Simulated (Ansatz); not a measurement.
# Ionic part of the dielectric constant of Ga₄As₃P, mode by mode

Theory: DFT PBE, scalar-relativistic, plane waves, PAW (Ansatz). Plane waves to 420 eV; Γ-centred k mesh 6×6×6; fixed occupations. No spin polarisation. Phonons by linear response, acoustic sum rule imposed.

Space group P-43m (No. 215), cubic, a = 5.684 Å. Ga has 1 P at 2.42 Å and 3 As at 2.48 Å; around P lie 4 Ga at 2.42 Å; As is surrounded by 4 Ga at 2.48 Å.

The structure comes from a generated guess, relaxed at this level; another structure or a mixture of phases may lie lower. The run warned that its linear response isn't converged on this k mesh, so dielectric tensors, Born charges and infrared intensities are rough, and the frequencies may be too.

The primitive cell has V = 183.61 Å³ and ε∞,yy = 13.380. Each polar mode adds Δε = (4.92064×10⁷/V)·S/ν² along y, with S its oscillator strength in e²/amu, ν in cm⁻¹ and V in Å³.

Q: From these modes, find each Δε and ε0,yy.
| ν (cm⁻¹) | S_yy (e²/amu) |
| --- | --- |
| 83.61 | 0.0003 |
| 221.75 | 0.0122 |
| 250.58 | 0.305 |
| 322.67 | 0.344 |

A:
```tsv
ν (cm⁻¹)	Δε
83.61	0.01
221.75	0.07
250.58	1.30
322.67	0.89
```

The sum is 2.27, so ε0,yy = 15.65; the run's tensor has 15.65.

Q: Where do the longitudinal modes lie for a wave vector along y?

A: At 83.64, 222.10, 260.72, 334.69 cm⁻¹. The Lyddane–Sachs–Teller product Π(ν_LO/ν_TO)² = 1.17 agrees with ε0/ε∞ = 1.17.
